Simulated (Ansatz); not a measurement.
Trial structures of BeCd₃S₂: starts and ends

Method: DFT PBE, scalar-relativistic, plane waves, PAW in Ansatz. Settings: cutoff 420 eV, Γ-centred meshes spaced at most about 0.3 Å⁻¹, and about 0.25 Å⁻¹ or finer for metals (2π included), Gaussian smearing. No spin polarisation in the final relaxations.

Each guess was relaxed in cell and atoms at zero pressure, within the symmetry of its start. These are static total energies at zero pressure. Coordination counts S atoms around Be and Cd (those within 1.25 times the shortest such distance or 1.15 times the sum of covalent radii, 1.27 where that leaves under three; the shortest distance is added where it exceeds 1.18 times the sum of covalent radii; a slash parts the counts of unlike sites).

```
guess      made from  start group  V start (Å³/atom)  end group  V end (Å³/atom)             coordination at the end  gap on mesh (eV)  E over the lowest end (meV/atom)
    1   NdB2Ir3 type       P6/mmm               20.0     P6/mmm             25.2               Be 6 from 3.9 Å, Cd 4                 0                               503
    2  Hf2SiAs3 type        P-4m2               18.1      P-4m2             21.1  Be 4 from 3.5 Å, Cd 4 from 3.5 Å/5                 0                               134
    3    random cell       I4/mmm               23.5          ?                ?                                   ?                 ?                                 ?
    4  TbCo2Ni3 type         Cmmm               22.3       Cmmm             23.0  Be 8 from 4.0 Å, Cd 4/4 from 3.5 Å                 0                               471
    5  Li3MnAs2 type        P-4m2               24.0      P-4m2             26.6  Be 4 from 2.5 Å, Cd 4/4 from 3.9 Å                 0                                 0
```

Guess 3 as it starts:

```cif
data_structure
_symmetry_space_group_name_H-M 'I4/mmm'
_symmetry_Int_Tables_number 139
_cell_length_a 5.4620
_cell_length_b 5.4620
_cell_length_c 9.4513
_cell_angle_alpha 90.000
_cell_angle_beta 90.000
_cell_angle_gamma 90.000
_cell_volume 281.96
loop_
_atom_site_label
_atom_site_type_symbol
_atom_site_symmetry_multiplicity
_atom_site_Wyckoff_symbol
_atom_site_fract_x
_atom_site_fract_y
_atom_site_fract_z
_atom_site_occupancy
Be1 Be 2 a 0.00000 0.00000 0.00000 1
Cd1 Cd 2 b 0.50000 0.50000 0.00000 1
Cd2 Cd 4 c 0.00000 0.50000 0.00000 1
S1 S 4 d 0.00000 0.50000 0.25000 1
```

Q: Fill in the missing row: what does this guess relax into, and where does it rank?

A: It ends in space group I4/mmm (No. 139), with a = 5.758 Å, c = 9.655 Å, 26.7 Å³/atom and no gap. It lies 0.69 eV/atom over the lowest end, above guess 1 and so the highest of the set. Counting S atoms around Be and Cd, this end has Be 8 from 3.8 Å, Cd 2/8 from 3.8 Å and the lowest (guess 5) has Be 4 from 2.5 Å, Cd 4/4 from 3.9 Å.

```cif
data_structure
_symmetry_space_group_name_H-M 'I4/mmm'
_symmetry_Int_Tables_number 139
_cell_length_a 5.7576
_cell_length_b 5.7576
_cell_length_c 9.6553
_cell_angle_alpha 90.000
_cell_angle_beta 90.000
_cell_angle_gamma 90.000
_cell_volume 320.07
loop_
_atom_site_label
_atom_site_type_symbol
_atom_site_symmetry_multiplicity
_atom_site_Wyckoff_symbol
_atom_site_fract_x
_atom_site_fract_y
_atom_site_fract_z
_atom_site_occupancy
Be1 Be 2 a 0.00000 0.00000 0.00000 1
Cd1 Cd 2 b 0.50000 0.50000 0.00000 1
Cd2 Cd 4 c 0.00000 0.50000 0.00000 1
S1 S 4 d 0.00000 0.50000 0.25000 1
```

Energies over the elements count from the elements' standard structures at the same level, with no fitted energy shifts.

Q: Is the lowest end bound against the elements?

A: Yes: its formation energy is −0.09 eV/atom. It lies below the elements, which doesn't yet make it stable against other compounds or structures.

No dispersion correction is applied, so the spacing and binding between layers, chains or molecules are poorly described (P-4m2 at 26.6 Å³/atom), and this can change margins and order among such cells. The reference form of S is held partly by dispersion forces, which this level lacks. Cells relaxed within their symmetry can be saddle points. A lower structure may well exist outside this small set. Some candidate types were left out of the draw beforehand, so a known form may be missing.
